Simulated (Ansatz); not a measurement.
## Calculated ²⁰⁹Bi NMR of the central transition for Bi2Se3

Cell: a COD entry whose atoms were relaxed with PBE, the cell held.

```
CELL_PARAMETERS angstrom
1.96496 1.13447 9.14266
-1.96496 1.13447 9.14266
0.00000 -2.26894 9.14266
ATOMIC_POSITIONS crystal
Bi 0.59732 0.59732 0.59732
Bi 0.40268 0.40268 0.40268
Se 0.79544 0.79544 0.79544
Se 0.20456 0.20456 0.20456
Se 0.00000 0.00000 0.00000
```

Sites (sets of like atoms) are named by element and the number of their first atom in this list.

The numbers come from a DFT calculation in Ansatz (LDA, plane waves and PAW, scalar-relativistic, 420 eV cutoff, Γ-centred 14×14×14 k-points, Fermi–Dirac smearing 0.05 eV).

²⁰⁹Bi has I = 9/2 and Q = -516.0 mb (Pyykkö 2018); at 21.1 T its Larmor frequency is ν₀ = 146.9 MHz (from the bare nuclear moment; shielding lowers the observed one by a per cent or two). Only the quadrupole interaction is simulated: positions count from each site's isotropic chemical shift, and J coupling is left out, as are shift anisotropy and dipolar coupling, which fast spinning averages.

Simulated pattern of one Bi site (fast magic-angle spinning, Gaussian broadening 1 kHz):

(offset (kHz), height): (-28.06, 0), (-27.40, 1), (-26.74, 3), (-26.08, 5), (-25.42, 5), (-24.76, 5), (-24.11, 5), (-23.45, 5), (-22.79, 5), (-22.13, 5), (-21.47, 5), (-20.81, 6), (-20.15, 6), (-19.49, 6), (-18.83, 6), (-18.17, 7), (-17.51, 18), (-16.86, 64), (-16.20, 74), (-15.54, 54), (-14.88, 45), (-14.22, 40), (-13.56, 38), (-12.90, 36), (-12.24, 35), (-11.58, 35), (-10.92, 34), (-10.26, 34), (-9.61, 35), (-8.95, 36), (-8.29, 38), (-7.63, 40), (-6.97, 43), (-6.31, 47), (-5.65, 55), (-4.99, 71), (-4.33, 100), (-3.67, 68), (-3.01, 10), (-2.36, 0)

Task: Which |C_Q| and η does the pattern imply?

Result: The pattern spans 23.1 kHz before broadening and its centre of gravity is at -10.8 kHz, which fixes P_Q; the places of the horns and steps fix η. That gives P_Q = 33.7 MHz, |C_Q| = 33.7 MHz and η = 0.00. The sign of C_Q can't be read from the pattern.

An axis of threefold or higher order runs through Bi, so V_zz lies along it and η is zero.

At this cell the LDA pressure is 7 GPa, so with LDA the cell would grow if it were relaxed. Spin–orbit coupling is left out, which shifts gradients on Bi by a few per cent in wide-gap crystals, and can shift them far more where the calculated gap is small or absent, as here. Newer work puts Q(²⁰⁹Bi) near −420 mb, which would lower these couplings by about a fifth. With a gap of 0.11 eV under a smearing of 0.05 eV the band edges are partly filled, so small gradients can hang on the smearing and the k-mesh.

The run took 60 s of wall time (59 s of CPU time) and 1.2 GiB at its peak, on 1 thread of Intel Xeon 6975P-C (Granite Rapids) (x86_64; 16 cores open to the job, memory cap 3.0 GiB, no GPU), a shared host with a load of 0.4 a core.
